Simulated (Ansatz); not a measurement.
TlBr:
```
CELL_PARAMETERS angstrom
      2.39576     1.38319     3.91409
     -2.39576     1.38319     3.91409
      0.00000    -2.76639     3.91409
ATOMIC_POSITIONS crystal
  Tl 0.00000 0.00000 0.00000
  Br 0.50000 0.50000 0.50000
```

Relaxed with PBE+D3(BJ). DFT-PBE+D3(BJ) in the program Ansatz with PAW potentials gives a gap of 2.31 eV.

Task: What gap does HSE06 give on the same cell (Ansatz, PAW)?

Result: 3.02 eV, 0.72 eV more. The hybrid was solved on a coarser mesh and at special points; its gap is the smallest among all of these.

| k | v1 PBE+D3(BJ) | c1 PBE+D3(BJ) | v1 HSE06 | c1 HSE06 |
|---|---|---|---|---|
| Γ | -1.42 | 6.11 | … | … |
| T | 0.00 | 2.31 | 0.00 | 3.03 |
| L | 0.00 | 2.31 | 0.00 | 3.02 |
| F | -1.90 | 5.16 | … | … |
| S0 | -1.20 | 4.18 | … | … |
| H0 | -0.74 | 3.95 | … | … |

Task: Top valence (v1) and lowest conduction level (c1) in eV from each method's valence maximum (which need not be a listed point): supply the withheld HSE06 values.

Result: 
- Γ, v1 HSE06: -1.73
- Γ, c1 HSE06: 7.12
- F, v1 HSE06: -2.23
- F, c1 HSE06: 6.03
- H0, v1 HSE06: -0.90
- H0, c1 HSE06: 4.79
- S0, v1 HSE06: -1.35
- S0, c1 HSE06: 4.99

Cost on shared cores: the PBE+D3(BJ) run (SCF on a 7×7×7 mesh, then bands and DOS) around 13 core-seconds (rough), the HSE06 run (SCF on 5×5×5, then a few points) very roughly 70 core-seconds; the tasks are unlike.

Space group Fm-3m (rock salt). A made-up cell: these elements were put on the sites of a structure type; the Crystallography Open Database copy checked does not list it. COD files the formula under space group No. 221, so this cell is another polymorph or a model. Whether it is the stable phase at ambient conditions was not checked. The PBE+D3(BJ) relaxation kept the symmetry of its start; phonons on a q-mesh show no instability. Point labels and valley counts follow the cell and symmetry of the run, lower than the named group. Scalar-relativistic: spin–orbit coupling is off unless named, which matters more the heavier the elements.

Potentials: the later of the program's two PAW sets.
